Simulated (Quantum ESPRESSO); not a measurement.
# Moving one atom in In3GaAs2SiS

These are calculations, not measurements. They come from pw.x of Quantum ESPRESSO 7.5, a plane-wave density functional program, with PseudoDojo standard norm-conserving files (v0.5 for PBE, v0.4.1 for LDA and PBEsol). The cells are made up: elements, strain and atom displacements were drawn at random, and nothing was relaxed. There is no spin polarisation, spin-orbit coupling or dispersion term.

The cell has 8 sites of a zincblende or diamond lattice. Sites 1 to 4 hold In Ga In In; sites 5 to 8 hold As Si S As. Cell vectors in Å: (6.018, 0.000, 0.000); (0.000, 6.018, 0.000); (0.000, 0.000, 6.018). Settings: PBE, cutoff 1143 eV, 6 x 6 x 6 k mesh shifted by half a step, Fermi-Dirac smearing of 0.1 eV.

Each run shifts the Si atom on site 6 along x and leaves all else fixed. Site 4 is one of its nearest neighbours. E is the free energy of the cell above the lowest run shown.

| run | shift (Å) | Fx on site 6 (eV/Å) | Fx on site 4 (eV/Å) | P (GPa) | E (meV) |
| --- | --- | --- | --- | --- | --- |
| 1 | -0.0860 | -0.010 | -0.783 | 0.73 | 0.0 |
| 2 | -0.0693 | -0.148 | -0.749 | 0.74 | 1.3 |
| 3 | -0.0339 | -0.442 | -0.675 | 0.77 | 11.8 |
| 4 | 0.0083 | -0.793 | -0.582 | 0.82 | 37.8 |
| 6 | 0.0634 | -1.249 | -0.453 | 0.92 | 94.1 |
| 7 | 0.0794 | -1.380 | -0.414 | 0.96 | 115.1 |
| 5 | 0.0343 | ? | ? | ? | ? |

A rerun of one of these cells at 1437 eV and k mesh 8 x 8 x 8 moved values by no more than 0.004 eV in the cell's energy, 0.02 GPa in stress and 0.002 eV/Å in force.

## Worked fit

A parabola through the six runs shown gives Fx on site 6 = -0.724 - 8.29 u + 0.2 u² eV/Å, with u in Å and a scatter of 0.001 eV/Å. Minus the slope, 8.29 ± 0.04 eV/Å², is this atom's force constant along x at u = 0, with its periodic images moving too. The fitted force does not vanish within the range. The error is the larger of the fit's own and the change that a cubic makes, rounded up.

## Withheld run

Question: what Fx on site 6 should run 5 give?

The fit gives -1.008 eV/Å. The calculation gave -1.009 eV/Å.

| run | shift (Å) | Fx on site 6 (eV/Å) | Fx on site 4 (eV/Å) | P (GPa) | E (meV) |
| --- | --- | --- | --- | --- | --- |
| 5 | 0.0343 | -1.009 | -0.522 | 0.87 | 61.3 |